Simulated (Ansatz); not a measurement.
Relaxed-ion elastic tensor of Cu$_{3}$Pd (Cu3Au type, Pm-3m) in GPa (Voigt order), LDA (plane waves, PAW; program Ansatz); density 10.46 g/cm³, 11.79 Å³ per atom.

|  | 1 | 2 | 3 | 4 | 5 | 6 |
|---|---|---|---|---|---|---|
| 1 | 244 | 175 | 175 | 0.0 | 0.0 | 0.0 |
| 2 | 175 | 244 | 175 | 0.0 | 0.0 | 0.0 |
| 3 | 175 | 175 | 244 | 0.0 | 0.0 | 0.0 |
| 4 | 0.0 | 0.0 | 0.0 | 92.7 | 0.0 | 0.0 |
| 5 | 0.0 | 0.0 | 0.0 | 0.0 | 92.7 | 0.0 |
| 6 | 0.0 | 0.0 | 0.0 | 0.0 | 0.0 | 92.7 |

### Question
Is the crystal mechanically stable?

### Answer
Yes: the smallest eigenvalue of C is 69.0 GPa.

### Question
Work out the Voigt, Reuss and Hill averages.

### Answer
K_V = 198, K_R = 198, K_H = 198; G_V = 69.4, G_R = 55.4, G_H = 62.4 GPa.

### Question
Give Young's modulus, Poisson's ratio, Pugh's ratio and the universal anisotropy index.

### Answer
E = 9KG/(3K + G) = 169 GPa; ν = 0.36; K/G = 3.17 (ductile by the Pugh limit of 1.75); A_U = 5G_V/G_R + K_V/K_R − 6 = 1.27.

### Question
Estimate the sound speeds and the Debye temperature.

### Answer
v_l = √((K + 4G/3)/ρ) = 5180 m/s, v_t = √(G/ρ) = 2440 m/s, mean 2750 m/s; Θ = (h/k)(3n/4πV)^(1/3) v_m = 360 K.

### Question
Give the Zener ratio and Young's modulus along [100], [110] and [111].

### Answer
A = 2C44/(C11 − C12) = 2.69; 1/E = S11 − 2(S11 − S12 − S44/2)Γ with Γ = 0, 1/4, 1/3 gives 97.9, 176, 241 GPa.

### Question
Solve the Christoffel equation for the three sound speeds along [100], [110], [111].

### Answer
Eigenvalues of C_ijkl n_j n_l equal ρv². In km/s, slowest first: [100] 2.98, 2.98, 4.83; [110] 1.82, 2.98, 5.37; [111] 2.27, 2.27, 5.54.

The first step of the workflow began from a Materials Project structure, measured or hypothetical; the Crystallography Open Database files this formula in space group No. 221, but the cells were not matched. Whether it is the stable phase at ambient conditions was not checked. The LDA relaxation kept the symmetry of its start; whether a distortion lowers the energy is not shown. The run is not spin-polarised. As this level gives no gap, shear constants depend on the k-mesh and smearing (Fermi–Dirac, 0.1 eV here).

Potentials: the later of the program's two PAW sets.
